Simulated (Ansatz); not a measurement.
A plane-wave DFT run in Ansatz 0.2.0 (scalar-relativistic PAW potentials unless the input names others): input and command.

```yaml
crystal:
  lattice:
    - [4.1734563908, 0.0, 0.0]
    - [0.0, 4.1734563908, 0.0]
    - [0.0, 0.0, 4.1734563908]
  atoms:
    - { symbol: In, position: [0.0, 0.0, 0.0] }
    - { symbol: P, position: [0.0, 0.5, 0.5] }
    - { symbol: P, position: [0.5, 0.0, 0.5] }
    - { symbol: P, position: [0.5, 0.5, 0.0] }
basis:
  ecutwfc: 500
kpoints:
  mp_grid: { grid: [12, 12, 12] }
hamiltonian:
  xc: r2scan
scf:
  occupations: { method: gaussian, width: 0.1 }
  mixing: { algorithm: broyden, beta: 1.0, ndim: 1, preconditioner: none }
  max_iter: 60
output:
  forces: true
  eigenvalues: true
  stress: true
relax:
  adjacent_minimum: "off"
  f_tol: 0.01
  max_steps: 80
  cell: { stress_tol: 0.05 }
```

```bash
ansatz run input.yaml --threads 1 --pin off --max-ram 3072MiB --backend cpu --events-out ev --progress --plain --runs-dir out
```

Abridged log:
```
The last accepted step is kept in <dir> (removed where the run ends without a failure and the disk answers)
Pseudopotentials: kind: paw
Pseudopotential: In, paw, valence charge 13, recommended cutoff 500 eV (meta_gga)
Pseudopotential: P, paw, valence charge 5, recommended cutoff 500 eV (meta_gga)
Functional definition: r2SCAN
Crystal: 4 atoms, lattice volume = 72.692 Å³
Basis set: ecut = 500 eV, 1839 PW (Γ), exchange–correlation on 128×128×128 points (64 copies of the dense FFT grid, shifted against one another)
Bands: 18, of which v1, the nominal top of the filled ones, is band 14 counted from 1 (13 counted from 0)
Symmetry: 48 space group operations
Space group: Pm-3m (ITA 221), of the structure as read, at distance tolerance 4.2e-5 Å
k-points: 84 of 1728
Initial density: superposition of atomic densities (neutral atoms: chi_scale 0, normalization atom), corrected by the library's trained network
Initial wavefunctions: pseudopotential atomic-orbital guess
Functional: x = r2scan, c = r2scan; τ floored in thin density (d = 2e-4 eV/Å³)
SCF iter   1: F=—  HF=-7886.055577 eV  |F-HF|=—  |Δ(HF+E_count)|=         —  Δρ=6.33e-3  dr2=1.88e-2  dr2_τ=4.38e-3  ethr=1.77e-3  ⟨swp⟩=7.7  Hψ=9185  notcnv=0
SCF iter   2: F=—  HF=-7886.094311 eV  |F-HF|=—  |Δ(HF+E_count)|=   3.87e-2  Δρ=4.83e-3  dr2=2.12e-2  dr2_τ=1.53e-4  ethr=6.70e-5  ⟨swp⟩=2.1  Hψ=3690  notcnv=0  defer=8  κ⁻¹=1.0e0(r=1)
SCF iter   3: F=—  HF=-7886.085720 eV  |F-HF|=—  |Δ(HF+E_count)|=   8.59e-3  Δρ=7.97e-4  dr2=1.27e-3  dr2_τ=1.03e-5  ethr=6.70e-5  ⟨swp⟩=2.0  Hψ=2816  notcnv=0  defer=9  κ⁻¹=1.0e0(r=1)
SCF iter   4: F=—  HF=-7886.085395 eV  |F-HF|=—  |Δ(HF+E_count)|=   3.24e-4  Δρ=3.55e-4  dr2=1.74e-4  dr2_τ=1.00e-6  ethr=4.54e-6  ⟨swp⟩=2.5  Hψ=2612  notcnv=0  defer=8  κ⁻¹=1.0e0(r=1)
SCF iter   5: F=—  HF=-7886.085359 eV  |F-HF|=—  |Δ(HF+E_count)|=   3.59e-5  Δρ=2.76e-4  dr2=5.09e-5  dr2_τ=3.15e-7  ethr=6.22e-7  ⟨swp⟩=2.0  Hψ=2692  notcnv=0  defer=8  κ⁻¹=1.0e0(r=1)
SCF iter   6: F=—  HF=-7886.085357 eV  |F-HF|=—  |Δ(HF+E_count)|=   2.08e-6  Δρ=2.00e-4  dr2=5.93e-5  dr2_τ=2.84e-7  ethr=1.82e-7  ⟨swp⟩=2.1  Hψ=2703  notcnv=0  defer=8  κ⁻¹=1.0e0(r=1)
SCF iter   7: F=—  HF=-7886.085335 eV  |F-HF|=—  |Δ(HF+E_count)|=   2.25e-5  Δρ=6.08e-5  dr2=5.31e-6  dr2_τ=4.18e-8  ethr=1.82e-7  ⟨swp⟩=2.0  Hψ=2684  notcnv=0  defer=8  κ⁻¹=1.0e0(r=1)
SCF iter   8: F=—  HF=-7886.085334 eV  |F-HF|=—  |Δ(HF+E_count)|=   1.15e-6  Δρ=5.19e-5  dr2=1.65e-6  dr2_τ=1.32e-8  ethr=1.90e-8  ⟨swp⟩=2.1  Hψ=2701  notcnv=0  defer=8  κ⁻¹=1.0e0(r=1)
   ...
SCF iter   1: F=—  HF=-7886.091445 eV  |F-HF|=—  |Δ(HF+E_count)|=         —  Δρ=2.29e-5  dr2=2.29e-7  dr2_τ=1.34e-7  ethr=1.80e-7  ⟨swp⟩=3.5  Hψ=14169  notcnv=0
SCF iter   2: F=—  HF=-7886.091445 eV  |F-HF|=—  |Δ(HF+E_count)|=   1.71e-7  Δρ=1.96e-5  dr2=4.24e-7  dr2_τ=1.77e-9  ethr=8.18e-10  ⟨swp⟩=2.8  Hψ=2928  notcnv=0  κ⁻¹=1.0e0(r=1)
SCF iter   3: F=—  HF=-7886.091445 eV  |F-HF|=—  |Δ(HF+E_count)|=   1.80e-7  Δρ=2.37e-6  dr2=1.15e-8  dr2_τ=1.41e-10  ethr=8.18e-10  ⟨swp⟩=2.0  Hψ=2702  notcnv=0  κ⁻¹=1.0e0(r=1)
SCF iter   4: F=—  HF=-7886.091445 eV  |F-HF|=—  |Δ(HF+E_count)|=   3.68e-9  Δρ=1.24e-6  dr2=1.01e-9  dr2_τ=1.54e-11  ethr=4.10e-11  ⟨swp⟩=2.1  Hψ=2277  notcnv=0  κ⁻¹=1.0e0(r=1)
SCF iter   5: F=—  HF=-7886.091445 eV  |F-HF|=—  |Δ(HF+E_count)|=  1.44e-10  Δρ=9.62e-7  dr2=6.15e-10  dr2_τ=3.74e-12  ethr=3.62e-12  ⟨swp⟩=2.0  Hψ=2704  notcnv=0  κ⁻¹=1.0e0(r=1)
SCF iter   6: F=—  HF=-7886.091445 eV  |F-HF|=—  |Δ(HF+E_count)|=  1.83e-10  Δρ=4.17e-7  dr2=3.38e-10  dr2_τ=2.14e-12  ethr=2.20e-12  ⟨swp⟩=2.0  Hψ=2721  notcnv=0  κ⁻¹=1.0e0(r=1)
SCF iter   7: F=—  HF=-7886.091445 eV  |F-HF|=—  |Δ(HF+E_count)|=  1.12e-10  Δρ=2.15e-7  dr2=4.86e-11  dr2_τ=5.30e-13  ethr=1.21e-12  ⟨swp⟩=2.1  Hψ=2327  notcnv=0  κ⁻¹=1.0e0(r=1)
SCF iter   8: F=-7886.091445 eV  HF=-7886.091445 eV  |F-HF|=1.64e-11  |Δ(HF+E_count)|=  9.09e-12  Δρ=1.62e-7  dr2=1.68e-11  dr2_τ=1.10e-13  ethr=1.00e-12  ⟨swp⟩=6.7  Hψ=7226  notcnv=0
SCF 4 converged in 8 iterations: F = -7886.091445 eV  dr2 = 1.68e-11
SCF converged after 8 iterations
Stability not checked: this state was not tested for a lower state beside it, because the mixer in use, unlike msr1, does not test its closes by its own steps (another_mixer; see scf.mixing.algorithm and scf.lower_state_search)
Free energy (F): -7886.091445 eV
Harris-Foulkes:  -7886.091445 eV  (|F-HF|=1.64e-11)
Internal energy: -7886.082283 eV  (E = F + TS)
E sigma→0 (E₀):  -7886.086864 eV
Entropy (-TS):   -0.009161 eV (-2.290 meV/atom)
Fermi energy:    10.309184 eV
--- Forces (eV/Å), atoms counted from 1 ---
  atom   1  In     0.00000000     0.00000000     0.00000000
  atom   2  P      0.00000000     0.00000000     0.00000000
  atom   3  P      0.00000000     0.00000000     0.00000000
  atom   4  P      0.00000000     0.00000000     0.00000000
--- Stress (GPa, compression-positive) ---
       -0.033882       0.000000       0.000000
        0.000000      -0.033882       0.000000
        0.000000       0.000000      -0.033882
  P = ⅓ Tr σ = -0.0339 GPa (-0.339 kbar)
--- Relaxed structure (3 steps of the walk, 3 accepted, 1 SCFs on fresh bases) ---
  F+E_penalty+E_count = -7886.09144452 eV   max|allowed force component| = 7.190e-31 eV/Å   (the final SCF, on the basis selected at the relaxed cell)
  cell:  # Å, volume = 71.3818 Å³
    - [4.14822767, 0.0, 0.0]
    - [0.0, 4.14822767, 0.0]
    - [0.0, 0.0, 4.14822767]
  atoms:
    - { symbol: In, position: [0.0, 0.0, 0.0] }
    - { symbol: P, position: [0.0, 0.5, 0.5] }
    - { symbol: P, position: [0.5, 0.0, 0.5] }
    - { symbol: P, position: [0.5, 0.5, 0.0] }
```

One setting here is unusual or wrong in general: mixing far too strong (scf.mixing: not typed → {"algorithm": "broyden", "beta": 1.0, "ndim": 1, "preconditioner": "none"}). For this cell it did little harm to the result: the run converged in 34 SCF iterations over all its steps (reference: 31) with an energy at zero smearing within 0.01 meV/atom of the reference's, a relaxed volume of 17.85 Å³/atom, pressure -0.03 GPa, largest force 0.000 eV/Å, no gap on the mesh. A reference run from the same start on usual settings converged, and the end of its own relaxation has a relaxed volume of 17.85 Å³/atom, pressure -0.03 GPa, largest force 0.000 eV/Å, no gap on the mesh.

Time: 72 s on 1 thread of Arm Neoverse V2 (shared host), peak memory 0.55 GiB.